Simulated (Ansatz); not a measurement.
Question: Mg (hcp (Mg type), P6_3/mmc) is relaxed with PBEsol (plane waves, PAW; program Ansatz). What lattice parameters of the conventional cell result?

Answer: a = 3.189 Å, c = 5.108 Å.

The PBEsol relaxation kept the symmetry of its start. Axis ratios of metals converge slowly with the k-mesh, so a and c are less sure than the volume.

Potentials: the earlier of the program's two PAW sets. The files were generated under PBE; for other functionals the program regenerates the frozen cores, and for LDA and PBEsol the local potential too.
